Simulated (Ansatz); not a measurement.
ScPdN2:
```xyz
4
Lattice="1.6419 0.9479 5.9444 -1.6419 0.9479 5.9444 0.0000 -1.8959 5.9444" Properties=species:S:1:pos:R:3 pbc="T T T"
Sc     0.0000     0.0000     8.9165
Pd     0.0000     0.0000     0.0000
N      0.0000     0.0000    15.9348
N      0.0000     0.0000     1.8983
```

Relaxed with PBE. Special points in fractions of this cell's reciprocal vectors: Γ (0.000, 0.000, 0.000); T (0.500, 0.500, 0.500); H2 (0.816, 0.184, 0.500); H0 (0.500, -0.184, 0.184); L (0.500, 0.000, 0.000); S0 (0.342, -0.342, 0.000); S2 (0.658, 0.000, 0.342); F (0.500, 0.000, 0.500).

List the band energies nearest the Fermi level at these points for DFT-PBE in the program Ansatz with PAW potentials.

In eV from the Fermi level; about four levels below and three above (degenerate sets whole), none deeper than 8.9 eV; points with the same levels are listed once.

```json
[
 {"k": "Γ", "below": "-0.95 -0.95 -0.92 -0.20 -0.20", "above": "4.01 4.01 4.11"},
 {"k": "T", "below": "-2.51 -2.51 -2.50 -2.50", "above": "1.16 1.16 3.95 3.95"},
 {"k": "H2", "below": "-2.14 -1.80 -1.79 -0.56", "above": "0.12 0.96 3.95"},
 {"k": "L", "below": "-2.04 -1.97 -1.50 -0.02", "above": "0.43 1.10 2.80"},
 {"k": "S0", "below": "-2.09 -2.03 -1.52 -0.66", "above": "0.17 0.96 3.92"},
 {"k": "F", "below": "-1.32 -1.16 -1.12 -0.40", "above": "0.71 3.90 4.05"}
]
```

Space group R-3m. The start of the workflow was typed in or built on a structure type; neither database checked (COD, Materials Project) lists it. Its standing as an ambient phase is unchecked. Symmetry was held in the PBE relaxation; its stability against distortions is not shown here. The run is not spin-polarised. With an odd number of electrons in the cell and no spin polarisation, the count alone makes it a metal. Spin–orbit coupling is left out wherever it is not named.

Potentials: the later of the program's two PAW sets.
